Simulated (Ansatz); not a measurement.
**NbCd3: energy against volume and a worked fit**

```cif
data_structure
_symmetry_space_group_name_H-M 'Pm-3m'
_symmetry_Int_Tables_number 221
_cell_length_a 4.2150
_cell_length_b 4.2150
_cell_length_c 4.2150
_cell_angle_alpha 90.000
_cell_angle_beta 90.000
_cell_angle_gamma 90.000
_cell_volume 74.88
loop_
_atom_site_label
_atom_site_type_symbol
_atom_site_symmetry_multiplicity
_atom_site_Wyckoff_symbol
_atom_site_fract_x
_atom_site_fract_y
_atom_site_fract_z
_atom_site_occupancy
Cd1 Cd 3 c 0.50000 0.50000 0.00000 1
Nb1 Nb 1 a 0.00000 0.00000 0.00000 1
```

The cell was scaled at fixed shape and fractions and run with Ansatz, Ansatz PAW, cutoff 420 eV; PBEsol, k mesh 6 × 6 × 6 on the cell of 4 atoms, fermi-dirac occupations of 0.05 eV, no spin polarisation, no spin-orbit coupling. The potentials were made for PBE. Energies are those that the program minimises, any entropy of the smearing included. For a metal such a mesh isn't converged to the digits shown.

```csv
V (Å³/atom),energy over the lowest row (meV/atom)
17.5979,38.18
17.9723,?
18.3467,6.65
18.7212,0.56
19.0956,0.00
19.4700,4.32
19.8444,12.99
```

Problem. Fit the third-order Birch-Murnaghan form, give V0, B0 and B′, and predict the energy left open.

Solution. With y = (V0/V)^(2/3), E = E0 + (9 V0 B0/16) [(y - 1)³ B′ + (y - 1)² (6 - 4y)]. Least squares through the rows shown give V0 = 18.9480 Å³/atom, E0 = -0.40 meV, B0 = 110.9 GPa (1 eV/Å³ = 160.218 GPa) and B′ = 4.98, with a largest miss of 0.01 meV. At V = 17.9723 the form with these constants gives 18.92 meV; the run gave 18.93 meV an atom. Other set-ups at this level, from all their volumes (Å³/atom, GPa): Ansatz, all-electron LAPW, scalar-relativistic: V0 18.945, B0 110.9.
